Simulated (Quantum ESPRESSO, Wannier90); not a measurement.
**SrHI (P4/nmm), plane waves to Wannier functions**

```xyz
6
Lattice="4.2896 0.0000 0.0000 0.0000 4.2896 0.0000 0.0000 0.0000 9.0978" Properties=species:S:1:pos:R:3 pbc="T T T"
Sr     0.0000     2.1448     1.3163
Sr     2.1448     0.0000    -1.3163
H      2.1448     2.1448     0.0000
H      0.0000     0.0000     0.0000
I      0.0000     2.1448    -2.8679
I      2.1448     0.0000     2.8679
```

Cell from Materials Project (mp-24205), symmetrised, no further relaxation. COD (Crystallography Open Database) has an entry of this formula and space group (matched by these alone). Method: PBEsol plane waves in Quantum ESPRESSO 7.5 (PseudoDojo norm-conserving files, 58 Ry, spinors with spin-orbit coupling), Bloch states on a 4×4×4 mesh through Γ, Wannier90 4.0.1. Density: 8×8×4 mesh, cold smearing 0.01 Ry. The cell is built of weakly bound layers, chains or molecules, whose nearest atoms lie 4.53 Å apart. Database cells relaxed without dispersion often hold them too far apart, which can enlarge gaps and weakens couplings between them; spacing and stacking were not compared with the measured crystal.

postw90 (berry_task = kubo; independent particles, width 0.1 eV, no gap correction, excitons or local fields) prints σ_xx of the spinor bands:

```
ħω (eV)  Re σ (S/cm)  Im σ (S/cm)
-------  -----------  -----------
0.10               0          -42
4.15             902        -4110
5.70            7440         -898
```

Q: Work out the dielectric function, refractive index, reflectivity and absorption coefficient at these energies.

A: ε = 1 + iσ/(ε0 ω), so ε₂ = Re σ/(ε0 ω) and ε₁ = 1 − Im σ/(ε0 ω); ε0 ω = 134.5 S/cm × ħω in eV.
- 0.10 eV: ε₁ = 4.1, ε₂ = 0.0; n + ik = √ε = 2.03 + 0.00i; R = 12 %
- 4.15 eV: ε₁ = 8.4, ε₂ = 1.6; n + ik = √ε = 2.91 + 0.28i; R = 24 %; α = 2ωk/c = 120000 cm⁻¹
- 5.70 eV: ε₁ = 2.2, ε₂ = 9.7; n + ik = √ε = 2.46 + 1.97i; R = 38 %; α = 2ωk/c = 1100000 cm⁻¹
The model holds its own bands alone, so ε₁ lacks the part of higher transitions, and near sharp peaks it hangs on the broadening.
